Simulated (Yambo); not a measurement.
Convergence of the G0W0 gap of InP

G0W0@PBEsol for InP (wurtzite, space group P6_3mc, No. 186) in Yambo. Reference settings: 3×3×2 Γ-centred k mesh, 378 bands and a 8 Ry block in the screening, 378 bands in G with the Bruneval-Gonze terminator, plasmon pole fitted at 27.2 eV. The PBEsol gap Γ → Γ on this mesh is 0.60 eV; G0W0 gaps are taken between the same points.

```tsv
change from the reference	G0W0 gap Γ → Γ (eV)	shift of the valence edge (eV)
reference settings	1.03	-0.47
138 bands in W, 138 bands in G	1.06	-0.18
138 bands in G	1.04	-0.43
1 Ry block	0.76	0.22
7 Ry block	1.03	-0.45
138 bands in G, no terminator	0.97	0.02
```

The reference isn't shown to be the converged limit.

The standard potential for In keeps a d shell in the valence without the s and p states of that shell. In tests on such compounds this moved G0W0 gaps by up to about 0.9 eV, so absolute quasiparticle energies here are unreliable; differences between settings are what counts.

Spin-orbit coupling is included.

Geometry relaxed with PBEsol; primitive cell a = 4.1518 Å, b = 4.1518 Å, c = 6.8104 Å, α = 90.00°, β = 90.00°, γ = 120.00°.

This is not the ordinary phase of the substance; no match was found in the copy of COD used, and its stability was not checked.

A shift is the quasiparticle energy of the state minus its PBEsol energy.
